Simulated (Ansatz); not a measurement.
TaO₂ (rutile, P4_2/mnm) under volume change, LDA (plane waves, PAW; program Ansatz), shape and atoms relaxed at each volume.

```csv
V (Å³/atom),E − E(relaxed) (meV/atom),P (GPa)
10.373,98.8,33.60
10.715,41.4,20.54
11.057,9.8,9.44
11.399,0.0,-0.01
11.741,8.8,-8.01
12.083,33.3,-14.78
12.425,71.0,-20.45
```

**Question.** What does a third-order Birch–Murnaghan fit give for V₀, B₀ and B′?

**Answer.** V₀ = 11.40 Å³/atom, B₀ = 288 GPa, B′ = 4.5.

The first step of the workflow began from a Materials Project structure, measured or hypothetical; the Crystallography Open Database copy checked does not list it. Its standing as an ambient phase is unchecked. The cell was relaxed with LDA under the symmetry of its start; whether a distortion lowers the energy is not shown. No spin polarisation was allowed. Spin–orbit coupling is left out wherever it is not named.

Potentials: the later of the program's two PAW sets.
